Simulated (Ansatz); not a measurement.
Zr:
```cif
data_Zr3
_chemical_formula_sum 'Zr3'
_space_group_name_H-M_alt 'P6/mmm'
_space_group_IT_number 191
_space_group_name_Hall '-P 6 2'
_cell_length_a 4.97080
_cell_length_b 4.97080
_cell_length_c 3.11171
_cell_angle_alpha 90.000
_cell_angle_beta 90.000
_cell_angle_gamma 120.000
loop_
_atom_site_label
_atom_site_type_symbol
_atom_site_symmetry_multiplicity
_atom_site_Wyckoff_symbol
_atom_site_fract_x
_atom_site_fract_y
_atom_site_fract_z
_atom_site_occupancy
Zr1 Zr 1 a 0.00000 0.00000 0.00000 1
Zr2 Zr 2 d 0.33333 0.66667 0.50000 1
```

Relaxed at zero pressure with DFT-PBEsol in the program Ansatz with PAW potentials.

Problem. The volume is raised by 6 % and shape and atoms relax at that volume. What pressure results, and how do the axes share the change?

Solution. -5.4 GPa; a 2.0 %, b 2.0 %, c 1.9 %; the energy rises by 23 meV/atom.

Problem. Give the new structure.

Solution. 
Space group P6/mmm (No. 191); a = 5.070 Å, b = 5.070 Å, c = 3.170 Å, α = 90.00°, β = 90.00°, γ = 120.00°

```json
[
 {"atom": "Zr", "site": "1a", "symmetry": "6/mmm", "x": "0.0000", "y": "0.0000", "z": "0.0000"},
 {"atom": "Zr", "site": "2d", "symmetry": "-6m2", "x": "0.3333", "y": "0.6667", "z": "0.5000"}
]
```

The phase is kept; no other phase was compared at this pressure.

This is a known high-pressure phase of the composition, computed here at zero pressure and temperature. Symmetry was held in the PBEsol relaxation; of distortions, only those at the zone centre were tested. The run is not spin-polarised. Axis ratios of metals converge slowly with the k-mesh, so a and c are less sure than the volume.

Potentials: the later of the program's two PAW sets.
